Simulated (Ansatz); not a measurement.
Zn₃Ir:
```yaml
crystal:
  lattice:
    - [-1.83737, 1.83737, 4.02246]
    - [1.83737, -1.83737, 4.02246]
    - [1.83737, 1.83737, -4.02246]
  atoms:
    - { symbol: Zn, position: [0.75000, 0.25000, 0.50000] }
    - { symbol: Zn, position: [0.25000, 0.75000, 0.50000] }
    - { symbol: Zn, position: [0.50000, 0.50000, 0.00000] }
    - { symbol: Ir, position: [0.00000, 0.00000, 0.00000] }
```

Relaxed with r²SCAN. Special points in fractions of this cell's reciprocal vectors: Γ (0.000, 0.000, 0.000); X (0.000, 0.000, 0.500); P (0.250, 0.250, 0.250); N (0.000, 0.500, 0.000); M (0.500, 0.500, -0.500); S (0.302, 0.698, -0.302); S0 (-0.302, 0.302, 0.302); R (-0.104, 0.104, 0.500); G (0.500, 0.500, -0.104).

### Question
List the band energies nearest the Fermi level at these points for DFT-r²SCAN in the program Ansatz with PAW potentials.

### Answer
In eV from the Fermi level; about four levels below and three above (degenerate sets whole), none deeper than 8.9 eV; points with the same levels are listed once.

| k | below | above |
|---|---|---|
| Γ | -2.51 -2.51 -1.14 -0.97 | 4.56 4.56 4.73 |
| X | -2.62 -2.60 -1.90 -0.87 | 0.19 3.35 3.39 |
| P | -2.28 -2.28 -0.87 -0.44 -0.09 | 3.09 4.62 4.62 |
| N | -2.11 -1.73 -0.89 -0.88 | 2.58 5.69 6.62 |
| M | -1.84 -1.40 -1.40 -1.01 | 0.53 0.53 6.07 |
| S | -2.08 -1.65 -1.38 -0.96 | 4.23 5.37 5.72 |
| R | -2.49 -2.37 -1.75 -0.73 | 0.63 3.86 4.64 |

Space group I4/mmm. The workflow started from a Materials Project entry (that database holds measured and hypothetical structures alike); the Crystallography Open Database copy checked does not list it. With Zn and Ir taken as one species the cell has the higher symmetry Fm-3m, so it may be an ordered model of a mixed-site phase. Whether it is the stable phase at ambient conditions was not checked. Symmetry was held in the r²SCAN relaxation; its stability against distortions is not shown here. The run is not spin-polarised. Spin–orbit coupling is left out wherever it is not named.

Potentials: the later of the program's two PAW sets.
